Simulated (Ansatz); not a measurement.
# zincblende-structured OsSe

Level of theory: DFT, r²SCAN, scalar-relativistic, collinear spin; plane waves to 500 eV with PAW datasets (Ansatz 0.2.0), Γ-centred 10×10×10 mesh, 0.05 eV Gaussian smearing; PAW files: Ansatz's generated set soft_2.

```yaml
crystal:
  lattice:
    - [0.00000, 2.73478, 2.73478]
    - [2.73478, 0.00000, 2.73478]
    - [2.73478, 2.73478, 0.00000]
  atoms:
    - { symbol: Os, position: [0.00000, 0.00000, 0.00000] }
    - { symbol: Se, position: [0.25000, 0.25000, 0.25000] }
```

The cell came from substitution into a structure type; no database entry of this phase was matched, which doesn't show that none exists.

Magnetic state: weakly polarised, site spin moments Os 0.10 μB.

The run above is the reference. The same cell was run again with other input settings; several of them aren't fit for production, so the rows show the settings' effect and aren't properties of the material.

| keys changed | outcome | ΔE (meV/atom) | P (GPa) | gap on the mesh (eV) | cell moment (μB) | largest force component (eV/Å) | SCF iterations | rough core-seconds | new warnings |
| --- | --- | --- | --- | --- | --- | --- | --- | --- | --- |
| none (reference) | converged | 0.0 | -0.1 | metal | 0.13 | 0.000 | – | – | – |
| scf.eigensolver.kind: "davidson"; accuracy: "medium" | converged | 0.0 | -0.1 | metal | -0.13 | 0.000 | 24 | 50 | – |
| hamiltonian.xc: "r2scan" → "pbesol" | converged | – | -2.0 | metal | 0.00 | 0.000 | 13 | 18 | seeded moment not kept |
| scf.convergence.dr2_threshold: 0.0001; kpoints.mp_grid.grid: [10, 10, 10] → [8, 8, 8] | converged | 9.0 | 0.4 | metal | -0.36 | 0.000 | 13 | 18 | force scf threshold loose; stress scf threshold loose |
| scf.occupations.method: "gaussian" → "cold"; scf.occupations.width: 0.05 → 0.15 | converged | 0.7 | -0.1 | metal | 0.00 | 0.000 | 25 | 50 | seeded moment not kept |
| scf.algorithm: "direct_min"; scf.convergence.dr2_threshold: 1e-05 | converged | 0.0 | -0.1 | metal | 0.13 | 0.000 | 15 | 50 | force scf threshold loose; stress scf threshold loose |

ΔE is the energy with the smearing extrapolated to zero. It is left out where the change alters the Hamiltonian or the spin treatment. The varied runs start from atomic densities (corrected by the program's trained start where that serves), with the default search for lower states unless a row changes it.

(1) What happens with these changes: basis.ecutwfc: 500 → "450 eV"; scf.algorithm: "density_mixing"?

Answer:

(1) outcome converged, ΔE (meV/atom) 1.2, P (GPa) -0.1, gap on the mesh (eV) metal, cell moment (μB) -0.13, largest force component (eV/Å) 0.000, SCF iterations 22, rough core-seconds 40, new warnings cutoff below recommended.

3 further runs (cut off, refused for memory, with changed atoms or starts, or in doubt) are left out.

Of the reference: Spin–orbit coupling, which matters for such heavy elements, is left out. The run wasn't fully tested for a lower electronic state. So small a moment in a metal hangs on mesh and smearing, and semilocal functionals can overstate it, so the real crystal may have none. Site moments are of spin, integrated over atomic spheres.
